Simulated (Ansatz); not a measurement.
One crystal and one scan (energy against volume) at two levels, PBE-D3(BJ) (plane waves to 420 eV, PAW, scalar-relativistic; Ansatz, a first-principles code) and PBEsol-D3(BJ) (plane waves to 420 eV, PAW, scalar-relativistic; Ansatz), each from its own relaxed cell and on its own mesh.

The crystal is BN (h-BN type, space group P6_3/mmc); the cell is scaled evenly about its relaxed volume V₀.

E stands for the smeared free energy. BN was relaxed with its symmetry unable to fall. With the shape held, the modulus is that of even scaling; a crystal free to change shape is softer.

```
quantity                                                                     run 1  run 2
---------------------------------------------------------------------------  -----  -----
Lattice constant a (Å)                                                       2.506  2.500
Lattice constant c (Å)                                                       6.615  6.411
Relaxed volume (Å³/atom)                                                      9.00   8.68
Bulk modulus at fixed cell shape B₀ (third-order Birch-Murnaghan fit) (GPa)  242.3  255.0
```

Question: Which run is which level?

Answer: Run 1 is PBE-D3(BJ), run 2 is PBEsol-D3(BJ). PBE-D3(BJ) gives the higher value for: lattice constant a; lattice constant c; relaxed volume. PBE-D3(BJ) gives the lower value for: bulk modulus at fixed cell shape B₀.

(A scan under strain: stresses follow from slopes of the energy per volume, elastic moduli from its curvatures.)
